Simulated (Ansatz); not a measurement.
**ZnCd$_{3}$O$_{4}$: phonons across the zone**

Computed with DFT PBE, scalar-relativistic, plane waves, PAW (Ansatz 0.2.0). Cutoff 420 eV, 10×10×4 k-points (Γ-centred), Fermi-Dirac smearing of 0.15 eV. No spin polarisation. Phonons by linear response, acoustic sum rule imposed.

Relaxed structure:
```
CELL_PARAMETERS angstrom
3.51597 0.00000 0.00000
0.00000 3.51597 0.00000
0.00000 0.00000 10.11137
ATOMIC_POSITIONS crystal
Zn 0.50000 0.50000 0.00000
Cd 0.00000 0.00000 0.76671
Cd 0.00000 0.00000 0.23329
Cd 0.50000 0.50000 0.50000
O 0.50000 0.00000 0.90043
O 0.00000 0.50000 0.09957
O 0.50000 0.00000 0.36658
O 0.00000 0.50000 0.63342
```

The cell was found from a structure generator's guess, not taken from experiment. In a metal, frequencies and elastic constants depend on the k mesh and the smearing, soft modes and shear constants most. Some empty bands missed the eigensolver's threshold. The q mesh is coarse, so values between its points are rough. A semilocal functional can close a gap that the real compound has.

Force constants from linear response on a 2×2×1 q mesh.

Path: Γ–X–M–Γ–Z–R–A–Z | X–R | M–A. Only the points of the 2×2×1 mesh were computed; the rest is interpolation, which is rough on so few points. On the mesh no mode is imaginary. Distance along the path (Å⁻¹), then the branches (cm⁻¹, negative for imaginary):
```
0.000  0 0 0 56 56 60 60 100 100 125 140 194 312 312 329 350 350 352 352 399 399 447 450 460
0.223  -8 16 56 56 58 59 66 99 104 140 146 190 314 329 335 348 352 358 360 396 404 444 446 455
0.447  30 35 53 55 55 64 96 102 121 156 170 187 320 343 345 353 364 371 380 389 414 439 444 448
0.670  37 48 51 57 58 73 92 118 138 160 180 202 327 340 347 357 362 377 379 412 421 434 451 459
0.893  40 44 52 60 61 90 98 104 153 156 183 210 333 336 342 357 362 371 392 402 434 436 460 463
1.117  52 58 61 63 74 94 96 112 155 156 180 209 344 345 347 360 371 378 392 400 433 434 457 461
1.340  61 66 77 81 85 96 99 132 158 161 183 208 354 368 369 373 388 390 396 397 429 430 450 458
1.564  73 74 80 84 85 100 109 132 160 160 202 209 368 383 383 387 393 393 402 408 423 425 450 460
1.787  76 79 79 83 92 106 106 124 162 162 210 210 376 389 389 389 393 393 400 413 422 423 453 464
2.103  59 68 77 81 90 99 115 137 156 159 199 202 362 377 377 388 390 400 402 408 418 425 444 456
2.419  29 34 45 67 96 103 109 132 142 154 174 186 345 359 362 372 382 384 390 391 423 432 432 438
2.735  -15 36 43 47 74 78 78 99 118 146 147 187 327 334 338 356 359 361 361 396 408 441 442 450
3.051  0 0 0 56 56 60 60 100 100 125 140 194 312 312 329 350 350 352 352 399 399 447 450 460
3.128  9 9 16 53 53 62 62 100 100 118 146 192 313 313 332 345 345 357 357 398 398 440 448 468
3.206  18 18 32 48 48 64 64 100 100 106 154 189 315 315 338 338 340 361 361 398 398 424 448 477
3.284  26 26 42 42 46 65 65 94 100 100 163 184 317 317 333 333 350 364 364 398 398 410 449 482
3.361  32 32 38 38 52 66 66 88 100 100 167 181 319 319 330 330 356 366 366 397 397 402 449 484
3.585  -24 36 37 40 64 79 88 93 99 114 168 181 320 329 332 344 362 364 372 395 402 404 446 476
3.808  4 36 36 44 60 95 96 104 124 137 175 188 323 337 340 359 363 383 388 388 411 414 442 462
4.032  37 47 49 55 58 92 93 99 148 155 179 202 328 339 346 357 365 378 385 398 424 435 448 462
4.255  40 44 60 72 75 80 89 90 160 160 179 209 333 336 348 362 366 371 383 388 439 440 460 464
4.478  56 57 59 70 81 84 90 112 158 159 178 208 344 347 350 369 370 378 385 389 436 437 457 461
4.702  61 66 68 76 93 99 100 134 157 159 183 208 355 368 370 379 383 384 397 397 429 430 451 458
4.925  69 72 79 86 93 101 105 131 161 161 201 208 368 382 383 387 395 397 399 402 424 428 449 460
5.148  81 82 82 84 88 102 102 124 163 163 209 209 380 389 389 393 393 394 396 399 426 430 452 464
5.464  63 65 76 83 91 96 116 137 156 160 199 202 362 378 379 384 391 392 408 410 418 425 444 456
5.780  30 32 67 74 82 88 117 134 144 148 176 185 343 359 371 372 373 380 394 404 413 425 438 441
6.096  -37 31 54 56 72 78 93 98 116 118 168 181 328 333 344 347 364 368 373 398 402 407 442 469
6.412  32 32 38 38 52 66 66 88 100 100 167 181 319 319 330 330 356 366 366 397 397 402 449 484
6.451  40 44 52 60 61 90 98 103 153 156 183 210 333 336 342 357 362 371 391 402 435 436 460 463
6.529  40 44 56 60 64 90 94 100 155 157 182 210 333 336 343 359 362 371 389 398 436 437 460 463
6.606  40 44 60 63 69 88 90 95 158 158 180 209 333 336 346 362 362 371 386 393 438 438 460 463
6.684  40 44 60 70 74 81 90 90 159 160 179 209 333 336 347 362 366 371 383 389 439 440 460 464
6.723  76 79 79 83 92 106 106 124 162 162 210 210 376 389 389 389 393 393 400 413 422 423 453 464
6.800  77 79 79 83 92 106 106 124 162 162 210 210 377 389 389 390 393 393 399 411 423 424 453 464
6.878  78 80 80 83 91 104 104 124 162 162 210 210 378 389 389 392 393 393 397 407 425 427 453 464
6.956  80 82 82 84 89 102 102 124 163 163 209 209 379 389 389 393 393 394 395 402 426 430 452 464
7.033  81 82 82 84 88 102 102 124 163 163 209 209 380 389 389 393 393 394 396 399 426 430 452 464
```
